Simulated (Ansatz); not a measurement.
**RbGdO₂ (R-3m): free moments**

These are results of Ansatz, DFT, PBEsol, all-electron LAPW, scalar-relativistic, not measurements.

Command: `ansatz run input.yaml --threads 2 --pin off --max-ram 6144MiB --backend cpu --events-out ev --progress --plain --runs-dir out`

```yaml
crystal:
  lattice:
    - [1.774, 1.0242193775, 6.5266666667]
    - [-1.774, 1.0242193775, 6.5266666667]
    - [0.0, -2.0484387551, 6.5266666667]
  atoms:
    - { symbol: Rb, position: [0.0, 0.0, 0.0] }
    - { symbol: Gd, position: [0.5, 0.5, 0.5], spin: 7.0 }
    - { symbol: O, position: [0.22, 0.22, 0.22] }
    - { symbol: O, position: [0.78, 0.78, 0.78] }
magnetization:
  spin_polarized: true
kpoints:
  mp_grid: { grid: [9, 9, 9] }
scf:
  occupations: { method: fermi_dirac, width: 0.08 }
hamiltonian:
  xc: pbesol
  pseudopotentials: { kind: all_electron, lapw: { basis_error: 0.001 } }
output:
  forces: true
  stress: true
  eigenvalues: false
  populations: true
```

Log:

```
settings of this run that can trade accuracy for cost: output.eigenvalues: false. Do not mix this run's numbers with those of runs without the same settings; the input reference describes each key
Rb: projections on atomic orbitals take those of the free atom 1s2 2s2 2p6 3s2 3p6 3d10 4s2 4p6 5s1, of charge +0.00 (hamiltonian.pseudopotentials.projection_atoms)
Gd: projections on atomic orbitals take those of the free atom 1s2 2s2 2p6 3s2 3p6 3d10 4s2 4p6 4d10 4f7 5s2 5p6 5d1 6s2, of charge +0.00 (hamiltonian.pseudopotentials.projection_atoms)
O: projections on atomic orbitals take those of the free atom 1s2 2s2 2p4, of charge +0.00 (hamiltonian.pseudopotentials.projection_atoms)
LAPW: plane waves up to 9.457 Å⁻¹, error target 1.0e-3 eV per atom; small_component_spin mean_spin; O in spheres of 0.992 Å, 8 of its electrons in bands, Dirac shells []; Rb in spheres of 1.307 Å, 27 of its electrons in bands, Dirac shells []; Gd in spheres of 1.307 Å, 36 of its electrons in bands, Dirac shells [] (how accurate: hamiltonian.pseudopotentials.lapw.basis_error, Limitations)
Engine: ansatz 0.2.0
Pseudopotentials: kind: all_electron
Pseudopotential: Rb, LAPW, valence charge 27, lapw/all_electron/scalar/gaussian/Rb, Koelling and Harmon's equation, gaussian nucleus
Pseudopotential: Gd, LAPW, valence charge 36, lapw/all_electron/scalar/gaussian/Gd, Koelling and Harmon's equation, gaussian nucleus
Pseudopotential: O, LAPW, valence charge 8, lapw/all_electron/scalar/gaussian/O, Koelling and Harmon's equation, gaussian nucleus
Functional definition: PBEsol
  exchange = pbesol_x
  correlation = pbesol_c
Crystal: 4 atoms, lattice volume = 71.152 Å³
Basis set: ecut = 340.76249829129404 eV, 1027 PW (Γ), FFT grids on a1−a3, a2−a3, a3, exchange–correlation at level 2
Bands: 52, of which v1, the nominal top of the filled ones, is band 40 counted from 1 (39 counted from 0)
Symmetry: 12 space group operations
Space group: R-3m (ITA 166), of the structure as read, at distance tolerance 4.1e-5 Å
Magnetic group: BNS 166.97 (UNI 1327), of the structure as read, at distance tolerance 4.1e-5 Å
k-points: 85 of 729
Non-local potential: Rb, projectors of the file, none
Non-local potential: Gd, projectors of the file, none
Non-local potential: O, projectors of the file, none
Initial density: superposition of atomic densities (chi_scale 0.1, normalization cell, long waves kept (reshape's long-wave potential 0.38 eV rms))
Starting moments: Σ|m| = 7 μB on 1 of 4 sites
Initial wavefunctions: plane waves of lowest kinetic energy (no species holds an atomic orbital)
Functional: x = pbesol(κ = 0.804, μ = 0.12345679012345678), c = pbesol(β = 0.046)
iter 1 solved again at ethr=1.22e-2 eV; its pass at ethr=1.00e-1 eV (dr2=9.68e0 eV) is discarded
SCF iter   1: F=—  HF=-391755.247503 eV  |F-HF|=—  |Δ(HF+E_count)|=         —  Δρ=4.56e-2 (↑4.46e-2 ↓4.56e-2)  dr2=9.68e0  dr2_m=4.45e-4  M=7.000 μB ∫|m|=7.028 μB  β_m=0.30  ethr=1.22e-2  ⟨swp⟩=2.0  Hψ=54113  notcnv=0
Mixer restart at iter 1: flushing history
preconditioner: auto → Resta (q_TF=auto, 2.776 Å⁻¹)  ε∞=3.9  [insulator: Δε(μ)=3.919 eV  Ē_g=15.839 eV  σ=0.080 eV  W_gap=1.00  n_scr=28 (ndim 8)  ℏωp=26.8 eV  f_vac=0.058  D(μ)=0.00/eV (n_scr^D=0)  ε∞_Penn≈3.9]
spin=Collinear: Resta preconditioning applied to the charge; magnetization (m = ρ↑ − ρ↓) channel mixes plain (no charge-response kernel on spin).
SCF iter   2: F=—  HF=-391751.207865 eV  |F-HF|=—  |Δ(HF+E_count)|=    4.04e0  Δρ=1.98e-2 (↑1.92e-2 ↓1.98e-2)  dr2=2.76e0  dr2_m=1.48e-4  M=7.000 μB ∫|m|=7.027 μB  β_m=0.35  ethr=1.22e-2  ⟨swp⟩=2.2  Hψ=23588  notcnv=0
SCF iter   3: F=—  HF=-391750.738849 eV  |F-HF|=—  |Δ(HF+E_count)|=   4.69e-1  Δρ=1.14e-2 (↑1.12e-2 ↓1.14e-2)  dr2=1.10e0  dr2_m=5.61e-5  M=7.000 μB ∫|m|=7.021 μB  β_m=0.63  ethr=3.49e-3  ⟨swp⟩=2.5  Hψ=26278  notcnv=0
iter 4 solved again at ethr=6.00e-5 eV; its pass at ethr=1.39e-3 eV (dr2=4.74e-2 eV) is discarded
SCF iter   4: F=—  HF=-391750.504471 eV  |F-HF|=—  |Δ(HF+E_count)|=         —  Δρ=2.72e-3 (↑2.55e-3 ↓2.72e-3)  dr2=4.73e-2  dr2_m=8.11e-5  M=7.000 μB ∫|m|=7.005 μB  β_m=0.59  ethr=6.00e-5  ⟨swp⟩=2.0  Hψ=43974  notcnv=0
the basis was enlarged: its passes take 1.2 MiB over the memory plan, 2 of 2 planned eigensolver slots
SCF iter   5: F=—  HF=-391750.483436 eV  |F-HF|=—  |Δ(HF+E_count)|=   2.10e-2  Δρ=1.52e-3 (↑1.49e-3 ↓1.52e-3)  dr2=8.45e-3  dr2_m=2.34e-5  M=7.000 μB ∫|m|=7.005 μB  β_m=0.61  ethr=5.99e-5  ⟨swp⟩=2.3  Hψ=26511  notcnv=0
SCF iter   6: F=—  HF=-391750.482321 eV  |F-HF|=—  |Δ(HF+E_count)|=   1.12e-3  Δρ=5.31e-4 (↑5.23e-4 ↓5.31e-4)  dr2=1.16e-3  dr2_m=2.66e-7  M=7.000 μB ∫|m|=7.004 μB  β_m=0.78  ethr=1.07e-5  ⟨swp⟩=2.0  Hψ=24741  notcnv=0
SCF iter   7: F=—  HF=-391750.482957 eV  |F-HF|=—  |Δ(HF+E_count)|=   6.36e-4  Δρ=1.58e-4 (↑1.51e-4 ↓1.58e-4)  dr2=1.02e-4  dr2_m=3.58e-7  M=7.000 μB ∫|m|=7.004 μB  β_m=0.89  ethr=1.46e-6  ⟨swp⟩=3.0  Hψ=25025  notcnv=0
SCF iter   8: F=—  HF=-391750.483050 eV  |F-HF|=—  |Δ(HF+E_count)|=   9.34e-5  Δρ=3.55e-5 (↑3.55e-5 ↓3.50e-5)  dr2=5.12e-6  dr2_m=3.58e-8  M=7.000 μB ∫|m|=7.004 μB  β_m=0.76  ethr=1.30e-7  ⟨swp⟩=3.0  Hψ=26001  notcnv=0
SCF iter   9: F=—  HF=-391750.483043 eV  |F-HF|=—  |Δ(HF+E_count)|=   7.10e-6  Δρ=1.57e-5 (↑1.57e-5 ↓1.55e-5)  dr2=7.95e-7  dr2_m=7.63e-9  M=7.000 μB ∫|m|=7.004 μB  β_m=0.85  ethr=6.48e-9  ⟨swp⟩=3.0  Hψ=25491  notcnv=0
SCF iter  10: F=—  HF=-391750.483044 eV  |F-HF|=—  |Δ(HF+E_count)|=   9.40e-7  Δρ=5.12e-6 (↑5.12e-6 ↓4.85e-6)  dr2=1.15e-7  dr2_m=2.66e-10  M=7.000 μB ∫|m|=7.004 μB  β_m=0.92  ethr=1.01e-9  ⟨swp⟩=3.0  Hψ=25932  notcnv=0
SCF iter  11: F=-391750.483044 eV  HF=-391750.483044 eV  |F-HF|=3.49e-10  |Δ(HF+E_count)|=   8.91e-8  Δρ=1.01e-6 (↑9.85e-7 ↓1.01e-6)  dr2=6.40e-9  dr2_m=2.03e-11  M=7.000 μB ∫|m|=7.004 μB  ethr=1.45e-10  ⟨swp⟩=3.0  Hψ=26039  notcnv=0
SCF 1 converged in 11 iterations: F = -391750.483044 eV  dr2 = 6.40e-9
SCF converged after 11 iterations
Magnetization: 7.0000 μB (43.0000 up, 36.0000 down)
Absolute magnetization: 7.0040 μB (∫|ρ↑−ρ↓|)
Spin contamination: 0.0071 ħ² per cell (⟨S²⟩ above its minimum at these occupations)
Per-site moments (μB) at R_I (Å): [(0.003282187916433088, 1.3067694274154789), (6.895168944737488, 1.3067694274154789), (0.0058700435355785174, 0.9924900287715931), (0.0058700435355785174, 0.9924900287715931)]
Free energy (F): -391750.483044 eV
Harris-Foulkes:  -391750.483044 eV  (|F-HF|=3.49e-10)
Internal energy: -391750.483044 eV  (E = F + TS)
E sigma→0 (E₀):  -391750.483044 eV
Entropy (-TS):   -0.000000 eV (-0.000 meV/atom)
Fermi energy:    12.317198 eV
--- Per-component energies (eV) ---
  E_band       = -8118.306484
  E_kinetic    = 420658.883628
  E_xc         = -9848.714495
  E_electrostatic = -802560.652177  (all electrons and nuclei)
  E_smearing   = -0.000000  (= −TS)
  E_closure    = 0.000000  (closes the sum)
  E_atoms      = -391713.921871  (free atoms, spherical and without spin; not in F)
  Σ components = -391750.483044   (vs F -391750.483044, Δ=0.00e0)
  Basis errors (estimates in eV, not in F): energy 3.7e-4 per atom: plane waves 3.3e-4 (1.8e-4 summed), levels above the bands 1.1e-42, relativity 1.0e-7, radial functions 4.6e-5, core shells 8.3e-10; eigenvalues (radial functions only) 2.0e-5; not estimated: angular momenta, meshes, grids; target (lapw.basis_error) 1.0e-3; muffin-tin radii O 0.992 Å, Rb 1.307 Å, Gd 1.307 Å
--- Forces (eV/Å), atoms counted from 1 ---
  atom   1  Rb     0.00000000     0.00000000    -0.00000000
  atom   2  Gd     0.00000000     0.00000000    -0.00000000
  atom   3  O      0.00000000    -0.00000000     1.22800304
  atom   4  O      0.00000000     0.00000000    -1.22800304
  max |Σ_I F_I| component: 2.22e-16 eV/Å
--- Stress (GPa, compression-positive) ---
        1.326188       0.000000       0.000000
        0.000000       1.326188       0.000000
        0.000000       0.000000       0.917408
  P = ⅓ Tr σ = 1.1899 GPa (11.899 kbar)
--- Löwdin populations: 4 sites ---
  site symbol       q [e]    m [muB]
     0     Rb     36.1525     0.0046
     1     Gd     63.1664     6.9598
     2      O      8.7534     0.0133
     3      O      8.7534     0.0133
  spilling = 0.001491 (of n_electrons = 117.000000)
settings of this run that can trade accuracy for cost: output.eigenvalues: false. Do not mix this run's numbers with those of runs without the same settings; the input reference describes each key
```

populations.tsv:

```
# site	symbol	l	j	q_up	q_dn
# orbitals = lowdin
# n_electrons = 117.000000
# spilling = 0.001491
# projection_atom_Rb: 1s2 2s2 2p6 3s2 3p6 3d10 4s2 4p6 5s1
# projection_atom_Gd: 1s2 2s2 2p6 3s2 3p6 3d10 4s2 4p6 4d10 4f7 5s2 5p6 5d1 6s2
# projection_atom_O: 1s2 2s2 2p4
0	Rb	0_1S	-	0.999998	0.999998
0	Rb	0_2S	-	0.999911	0.999910
0	Rb	0_3S	-	0.998281	0.998261
0	Rb	0_4S	-	0.961347	0.960833
0	Rb	0_5S	-	0.148162	0.144595
0	Rb	1_2P	-	2.999999	2.999999
0	Rb	1_3P	-	2.999914	2.999913
0	Rb	1_4P	-	2.970940	2.970431
0	Rb	2_3D	-	4.999987	4.999987
1	Gd	0_1S	-	1.000000	1.000000
1	Gd	0_2S	-	0.999987	0.999987
1	Gd	0_3S	-	0.999830	0.999827
1	Gd	0_4S	-	0.998193	0.998181
1	Gd	0_5S	-	0.971010	0.973330
1	Gd	0_6S	-	0.192589	0.182029
1	Gd	1_2P	-	3.000000	3.000000
1	Gd	1_3P	-	2.999996	2.999998
1	Gd	1_4P	-	2.999877	2.999873
1	Gd	1_5P	-	2.987279	2.980266
1	Gd	2_3D	-	4.999997	4.999999
1	Gd	2_4D	-	4.999950	4.999942
1	Gd	2_5D	-	0.924071	0.842425
1	Gd	3_4F	-	6.990340	0.127430
2	O	0_1S	-	0.998941	0.998924
2	O	0_2S	-	0.865953	0.865432
2	O	1_2P	-	2.518439	2.505670
3	O	0_1S	-	0.998941	0.998924
3	O	0_2S	-	0.865953	0.865432
3	O	1_2P	-	2.518439	2.505670
```

Site moments (μB): Rb1 0.00, Gd2 6.90, O3 0.01, O4 0.01. Cell moment 7.00 μB.

The magnetic group in the log treats spin as a scalar label, without spin–orbit coupling.

Without U a semilocal functional puts the f levels too near the Fermi level, which can change moments and the order of magnetic states; site and cell moments are spin moments. Spin–orbit coupling is left out although heavy atoms are present. With open f shells a run can end in a state that isn't the lowest. None of this fixes the real material's magnetic order: only patterns that fit the cell were computed, without spin fluctuations and on one mesh and smearing, with a functional that can overstate moments.

It took 120 s on 2 threads of Intel(R) Xeon(R) Platinum 8259CL CPU @ 2.50GHz (Skylake/Cascade Lake), with other jobs on the host, peak memory 1.4 GiB.
